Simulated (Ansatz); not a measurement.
BiTeBr:
```cif
data_BiBrTe
_chemical_formula_sum 'Bi1 Te1 Br1'
_space_group_name_H-M_alt 'P 1'
_space_group_IT_number 1
_cell_length_a 4.29570
_cell_length_b 4.29570
_cell_length_c 6.67990
_cell_angle_alpha 90.000
_cell_angle_beta 90.000
_cell_angle_gamma 120.000
loop_
_space_group_symop_operation_xyz
  'x, y, z'
loop_
_atom_site_label
_atom_site_type_symbol
_atom_site_fract_x
_atom_site_fract_y
_atom_site_fract_z
_atom_site_occupancy
Bi1 Bi 0.00000 0.00000 0.00687 1
Te1 Te 0.33333 0.66667 0.26599 1
Br1 Br 0.66667 0.33333 0.72714 1
```

Relaxed with r²SCAN+D4.

Problem. Which orbitals make up the states near the band edges in DFT-r²SCAN+D4 in the program Ansatz with PAW potentials?

Solution. Top 1 eV of the valence band: Te 5p 53 %, Br 4p 28 %, Bi 6p 11 %, Bi 6s 6 %. Bottom 1 eV of the conduction band: Bi 6p 61 %, Te 5p 21 %, Br 4p 7 %. Projections are on Löwdin-orthogonalised atomic valence shells; empty p or d shells of many metals are not among them.

Problem. Tabulate the density of states.

Solution. States/eV per cell of 3 atoms, in 0.25 eV bins, energy from the valence-band maximum.

```
E (eV)  total  Br 4p  Te 5p  Bi 6p
------  -----  -----  -----  -----
-7.87    0.00   0.00   0.00   0.00
-7.62    0.00   0.00   0.00   0.00
-7.37    0.00   0.00   0.00   0.00
-7.12    0.00   0.00   0.00   0.00
-6.87    0.00   0.00   0.00   0.00
-6.62    0.00   0.00   0.00   0.00
-6.37    0.00   0.00   0.00   0.00
-6.12    0.00   0.00   0.00   0.00
-5.87    0.00   0.00   0.00   0.00
-5.62    0.00   0.00   0.00   0.00
-5.37    0.00   0.00   0.00   0.00
-5.12    0.00   0.00   0.00   0.00
-4.87    0.00   0.00   0.00   0.00
-4.62    0.00   0.00   0.00   0.00
-4.37    0.63   0.23   0.16   0.22
-4.12    2.11   0.76   0.54   0.74
-3.87    2.36   0.89   0.58   0.82
-3.62    2.25   0.97   0.51   0.70
-3.37    3.12   1.56   0.62   0.86
-3.12    3.36   1.84   0.58   0.82
-2.87    4.20   2.46   0.65   0.97
-2.62    2.74   1.75   0.37   0.54
-2.37    1.91   1.33   0.22   0.31
-2.12    2.71   1.74   0.65   0.24
-1.87    2.40   1.02   1.12   0.19
-1.62    3.24   1.30   1.56   0.27
-1.37    3.99   1.57   1.96   0.34
-1.12    4.27   1.57   2.14   0.40
-0.87    3.63   1.06   1.92   0.41
-0.62    2.91   0.87   1.47   0.29
-0.37    1.73   0.39   0.96   0.20
-0.12    0.44   0.08   0.27   0.04
0.13     0.00   0.00   0.00   0.00
0.38     0.00   0.00   0.00   0.00
0.63     0.00   0.00   0.00   0.00
0.88     0.00   0.00   0.00   0.00
1.13     0.00   0.00   0.00   0.00
1.38     0.00   0.00   0.00   0.00
1.63     0.03   0.00   0.00   0.02
1.88     0.26   0.01   0.04   0.16
2.13     0.97   0.06   0.20   0.60
2.38     1.87   0.14   0.42   1.13
2.63     3.44   0.27   0.86   2.01
2.88     3.03   0.25   0.82   1.73
3.13     2.91   0.23   0.84   1.66
3.38     4.61   0.40   1.35   2.50
3.63     3.21   0.30   0.95   1.70
3.88     2.14   0.23   0.63   1.10
4.13     1.48   0.19   0.44   0.75
4.38     0.06   0.01   0.02   0.03
4.63     0.00   0.00   0.00   0.00
4.88     0.00   0.00   0.00   0.00
5.13     0.05   0.00   0.00   0.00
5.38     0.49   0.00   0.01   0.01
5.63     0.89   0.00   0.02   0.02
5.88     1.45   0.01   0.03   0.03
6.13     2.16   0.01   0.03   0.03
6.38     1.54   0.00   0.01   0.01
```

Space group P3m1. The workflow started from a Materials Project entry (that database holds measured and hypothetical structures alike); the Crystallography Open Database copy checked does not list it. With Te and Br taken as one species the cell has the higher symmetry P-3m1, so it may be an ordered model of a mixed-site phase. Whether it is the stable phase at ambient conditions was not checked. Symmetry was held in the r²SCAN+D4 relaxation; its stability against distortions is not shown here. Spin–orbit coupling is left out wherever it is not named.

Potentials: the later of the program's two PAW sets.
